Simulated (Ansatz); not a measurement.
**Property card for Mn**

Mn:
```cif
data_Mn2
_chemical_formula_sum 'Mn2'
_space_group_name_H-M_alt 'P 1'
_space_group_IT_number 1
_cell_length_a 2.80358
_cell_length_b 2.80358
_cell_length_c 3.70742
_cell_angle_alpha 90.000
_cell_angle_beta 90.000
_cell_angle_gamma 90.000
loop_
_space_group_symop_operation_xyz
  'x, y, z'
loop_
_atom_site_label
_atom_site_type_symbol
_atom_site_fract_x
_atom_site_fract_y
_atom_site_fract_z
_atom_site_occupancy
Mn1 Mn 0.00000 0.00000 0.00000 1
Mn2 Mn 0.50000 0.50000 0.50000 1
```
The run is spin-polarised; directions of the spins, atom by atom: ↑ ↓.

Space group I4/mmm (No. 139), body-centred tetragonal; conventional cell a = 2.804 Å, b = 2.804 Å, c = 3.707 Å, α = 90.00°, β = 90.00°, γ = 90.00°.

Method: plane-wave PAW r²SCAN (Ansatz code). Structure relaxed to zero pressure with the same functional. Other levels are named where they apply.

### Cell and energy

```
Item                  Value
---------------  ----------
Volume per atom    14.57 Å³
Density          6.26 g/cm³
```

### Electronic structure

```
Quantity                                                                    Result
------------------------------------  --------------------------------------------
Electronic character                                             metallic (no gap)
Density of states at the Fermi level  0.79 states/eV per atom (mean over ±0.08 eV)
```

### Magnetism

```
Property                   Result
--------------  -----------------
Magnetic order  antiferromagnetic
Net moment       0.00 μB per atom
```

A made-up cell: these elements were put on the sites of a structure type; neither database checked (COD, Materials Project) lists it. It is not the phase usual at ambient conditions (space group No. 217). The cell keeps a stress of up to 0.2 GPa. The r²SCAN relaxation kept the symmetry of its start, as lowered by the spin order; its stability against distortions is not shown here. Magnetic state: antiferromagnetic, chosen from 3 collinear starts compared on coarse meshes (ties went to the first, and starts can fall back to one state), not a proven ground state. Other orbital occupations within this spin state were not tried. For itinerant 3d metals, meta-GGAs of the SCAN family and hybrids are commonly reported to give too large moments. Point labels and valley counts follow the cell and symmetry of the run, lower than the named group. Axis ratios of metals converge slowly with the k-mesh, so a and c are less sure than the volume.

Potentials: the later of the program's two PAW sets.
